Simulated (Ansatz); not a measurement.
RbAlF$_{4}$:
```xyz
6
Lattice="3.6584 0.0000 0.0000 0.0000 3.6584 0.0000 0.0000 0.0000 6.2669" Properties=species:S:1:pos:R:3 pbc="T T T"
Rb     0.0000     0.0000     0.0000
Al     1.8292     1.8292     3.1334
F      1.8292     1.8292     4.8965
F      1.8292     1.8292     1.3704
F      1.8292     0.0000     3.1334
F      0.0000     1.8292     3.1334
```

Relaxed with r²SCAN.

Question: Map the electron localisation function on the plane through (0.000, 0.000, 0.000) spanned by u = [0, 0, 1] and v = [1, 1, 0] in lattice vectors, from the program Ansatz at the r²SCAN level (PAW).

Answer: x is the fraction of u, y of v (the angle between them is 90°; rows are the nearest grid lines); atoms in the plane: Rb at (0.00, 0.00), Al at (0.50, 0.50), F at (0.78, 0.50), F at (0.22, 0.50).
```
y \ x   0.000  0.0968  0.194  0.258  0.355  0.452  0.548  0.645  0.742  0.806  0.903   1.00
------  -----  ------  -----  -----  -----  -----  -----  -----  -----  -----  -----  -----
1.00    0.008   0.829  0.731  0.091  0.002  0.004  0.004  0.002  0.091  0.731  0.829  0.008
0.923   0.527   0.872  0.632  0.038  0.004  0.010  0.010  0.004  0.038  0.632  0.872  0.527
0.846   0.878   0.836  0.143  0.008  0.011  0.020  0.020  0.011  0.008  0.143  0.836  0.878
0.769   0.633   0.173  0.021  0.037  0.019  0.035  0.035  0.019  0.037  0.021  0.173  0.633
0.692   0.022   0.045  0.502  0.484  0.061  0.051  0.051  0.061  0.484  0.502  0.045  0.022
0.615   0.012   0.553  0.824  0.796  0.428  0.015  0.015  0.428  0.796  0.824  0.553  0.012
0.538   0.014   0.738  0.649  0.665  0.750  0.005  0.005  0.750  0.665  0.649  0.738  0.014
0.462   0.014   0.738  0.649  0.665  0.750  0.005  0.005  0.750  0.665  0.649  0.738  0.014
0.385   0.012   0.553  0.824  0.796  0.428  0.015  0.015  0.428  0.796  0.824  0.553  0.012
0.308   0.022   0.045  0.502  0.484  0.061  0.051  0.051  0.061  0.484  0.502  0.045  0.022
0.231   0.633   0.173  0.021  0.037  0.019  0.035  0.035  0.019  0.037  0.021  0.173  0.633
0.154   0.878   0.836  0.143  0.008  0.011  0.020  0.020  0.011  0.008  0.143  0.836  0.878
0.0769  0.527   0.872  0.632  0.038  0.004  0.010  0.010  0.004  0.038  0.632  0.872  0.527
0.000   0.008   0.829  0.731  0.091  0.002  0.004  0.004  0.002  0.091  0.731  0.829  0.008
```

The density is the valence pseudo-density with augmentation charge, so density and ELF within about 1 Å of a nucleus are not all-electron values.

Space group P4/mmm. The first step of the workflow began from a Materials Project structure, measured or hypothetical; the Crystallography Open Database files this formula in space group No. 123, but the cells were not matched. Its standing as an ambient phase is unchecked. The cell was relaxed with r²SCAN under the symmetry of its start; whether a distortion lowers the energy is not shown.

Potentials: the later of the program's two PAW sets.
